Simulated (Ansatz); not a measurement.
Method: r2SCAN, no spin polarisation; PAW, plane waves to 500 eV, 6×6×5 Γ-centred mesh, fermi-dirac occupations (width 0.1 eV) (Ansatz 0.2.0), atoms fixed.

Computed maps in the lattice plane spanned by a (left to right, 5.67 Å, 17 points from zero) and b (bottom to top, 9.71 Å, 26 points from zero), 73° apart, at height 0.750 along c. The fields are smooth PAW ones with compensation charges, not the true ones near nuclei.

Valence density. Digits on a logarithmic scale: 0 up to 0.03 e/Å³, each further digit a factor of 1.6, 9 from 1.3 e/Å³ up:
```
35788788654321112
55678888754332234
78877777776543456
99997666899975568
99999766999997568
99999766999998668
89999866799999656
67998777789997545
45567788887664333
22346787788653222
11235787388643211
22123578888643222
54422357777542234
88753234555422357
99985322222212469
99997420000001479
99998531000001369
99998531000000247
68886421001100024
34554310011110001
12332210001110000
12333211000000000
23555532110000000
35678764321100000
35788886432100001
35786587643210001
```

Q: The cell is TaTlPt2S4. Which atoms lie within 0.2 Å of this plane, and where (fractions of a and b)?

A: S at (0.46, 0.59), S at (0.27, 0.99), Pt at (0.11, 0.78), Tl at (0.08, 0.36), Ta at (0.61, 0.77). The whole cell:
```yaml
crystal:
  lattice:
    - [5.67074, 0.00000, 0.00000]
    - [2.83537, -9.28798, 0.00000]
    - [0.00000, 0.00000, -7.58460]
  atoms:
    - { symbol: S, position: [0.86200, 0.78000, 0.00180] }
    - { symbol: S, position: [0.86200, 0.78000, 0.49820] }
    - { symbol: S, position: [0.64200, 0.22000, 0.99820] }
    - { symbol: S, position: [0.64200, 0.22000, 0.50180] }
    - { symbol: S, position: [0.45800, 0.58800, 0.75000] }
    - { symbol: S, position: [0.04600, 0.41200, 0.25000] }
    - { symbol: S, position: [0.26900, 0.99200, 0.75000] }
    - { symbol: S, position: [0.26100, 0.00800, 0.25000] }
    - { symbol: Pt, position: [0.10960, 0.78280, 0.75000] }
    - { symbol: Pt, position: [0.89240, 0.21720, 0.25000] }
    - { symbol: Pt, position: [0.53400, 0.00000, 0.00000] }
    - { symbol: Pt, position: [0.53400, 0.00000, 0.50000] }
    - { symbol: Tl, position: [0.07620, 0.36360, 0.75000] }
    - { symbol: Tl, position: [0.43980, 0.63640, 0.25000] }
    - { symbol: Ta, position: [0.61240, 0.77320, 0.75000] }
    - { symbol: Ta, position: [0.38560, 0.22680, 0.25000] }
```

Origin: a known structure type with other elements, at an estimated volume, so it need not be a known compound. Caveats: many states at the Fermi level without spin polarisation, so a magnetic state may lie lower; atoms or cell far from equilibrium.
